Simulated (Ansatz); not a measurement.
Relaxed-ion elastic tensor of AgI (zinc blende, space group No. 216) in GPa (Voigt order), plane-wave PAW PBE (Ansatz code); density 5.36 g/cm³, 36.40 Å³ per atom.

```
30.5  23.8  23.8   0.0   0.0   0.0
23.8  30.5  23.8   0.0   0.0   0.0
23.8  23.8  30.5   0.0   0.0   0.0
 0.0   0.0   0.0   9.3   0.0   0.0
 0.0   0.0   0.0   0.0   9.3   0.0
 0.0   0.0   0.0   0.0   0.0   9.3
```

**Question.** Is the crystal mechanically stable?

**Answer.** Yes: the smallest eigenvalue of C is 6.7 GPa.

**Question.** Work out the Voigt, Reuss and Hill averages.

**Answer.** K_V = 26.0, K_R = 26.0, K_H = 26.0; G_V = 6.9, G_R = 5.5, G_H = 6.2 GPa.

**Question.** Give Young's modulus, Poisson's ratio, Pugh's ratio and the universal anisotropy index.

**Answer.** E = 9KG/(3K + G) = 17.2 GPa; ν = 0.39; K/G = 4.20 (ductile by the Pugh limit of 1.75); A_U = 5G_V/G_R + K_V/K_R − 6 = 1.35.

**Question.** Estimate the sound speeds and the Debye temperature.

**Answer.** v_l = √((K + 4G/3)/ρ) = 2530 m/s, v_t = √(G/ρ) = 1080 m/s, mean 1220 m/s; Θ = (h/k)(3n/4πV)^(1/3) v_m = 109 K.

**Question.** Give the Zener ratio and Young's modulus along [100], [110] and [111].

**Answer.** A = 2C44/(C11 − C12) = 2.76; 1/E = S11 − 2(S11 − S12 − S44/2)Γ with Γ = 0, 1/4, 1/3 gives 9.7, 17.9, 25.0 GPa.

**Question.** Solve the Christoffel equation for the three sound speeds along [100], [110], [111].

**Answer.** Eigenvalues of C_ijkl n_j n_l equal ρv² (piezoelectric stiffening left out). In km/s, slowest first: [100] 1.32, 1.32, 2.39; [110] 0.79, 1.32, 2.61; [111] 1.00, 1.00, 2.68.

Space group F-43m (zinc blende). The PBE relaxation kept the symmetry of its start; phonons on a q-mesh show no instability. The run is not spin-polarised. Spin–orbit coupling is left out wherever it is not named.

Potentials: the later of the program's two PAW sets.
